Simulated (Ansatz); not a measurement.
**Relaxing an invented Cd₃AgS₄ structure**

The calculation used Ansatz, DFT PBE, scalar-relativistic, plane waves, PAW. Cutoff 420 eV, Gaussian smearing, Γ-centred meshes. Cell and atoms relax first on a coarse mesh and then on a finer one. In between, the cell is made exact in the group found at 0.06 Å. In metals the finer mesh still leaves noise of several meV/atom or more. The steps can't lower the symmetry of their start. No spin polarisation.

The cell of Cd₃AgS₄ is invented: ordered mixture on the cation sites of rock salt (Pm-3m, No. 221) (occupants of the shared sites, in ratio, Ag: 1, Cd: 3). Lengths were set from tabulated atomic sizes, so they are only a guess.

```xyz
8
Lattice="5.3488 0.0000 0.0000 0.0000 5.3488 0.0000 0.0000 0.0000 5.3488" Properties=species:S:1:pos:R:3 pbc="T T T"
Cd    2.6744    2.6744    0.0000
Cd    2.6744    0.0000    2.6744
Cd    0.0000    2.6744    2.6744
Ag    0.0000    0.0000    0.0000
S     2.6744    2.6744    2.6744
S     0.0000    0.0000    2.6744
S     0.0000    2.6744    0.0000
S     2.6744    0.0000    0.0000
```

Formation energies are uncorrected and refer to the elements' standard structures at the same level.

Question: What does it relax into?

Answer: The symmetry stays Pm-3m (No. 221). The volume per atom grows by 5.6 %, from 19.1 to 20.2 Å³. The shortest distance goes from 2.67 Å (Ag–S and Cd–S) to 2.72 Å (Ag–S and Cd–S). Conventional cell: a = 5.446 Å. Cd has 6 S at 2.72 Å; Ag has 6 S at 2.72 Å; S on a site of symmetry m-3m is surrounded by 6 Cd at 2.72 Å; around S on a site of symmetry 4/mmm lie 2 Ag at 2.72 Å and 4 Cd at 2.72 Å.

```
Cd Ag S
1.0
     5.44628    0.00000    0.00000
     0.00000    5.44628    0.00000
     0.00000    0.00000    5.44628
Cd Ag S
3 1 4
Direct
  0.50000 0.50000 0.00000
  0.50000 0.00000 0.50000
  0.00000 0.50000 0.50000
  0.00000 0.00000 0.00000
  0.50000 0.50000 0.50000
  0.00000 0.00000 0.50000
  0.00000 0.50000 0.00000
  0.50000 0.00000 0.00000
```

Question: How does it come out in energy, and is it a metal?

Answer: The energy over the elements is −0.37 eV/atom and the gap on the 8×8×8 mesh of the 8-atom cell is 0 eV (a metal).

It lies below the elements, which doesn't yet make it stable against other compounds or structures.

The last run used Gaussian smearing of 0.10 eV. An odd number of electrons in the primitive cell allows no gap without spin; a larger cell or a magnetic state could open one. The reference form of S is held partly by dispersion forces, which this level lacks. A later test with randomly moved atoms came back to the same energy, though modes that don't fit the test's cell weren't probed. In all, the 3 runs took 2.2 min on 1 thread of Arm Neoverse V1 (shared host).
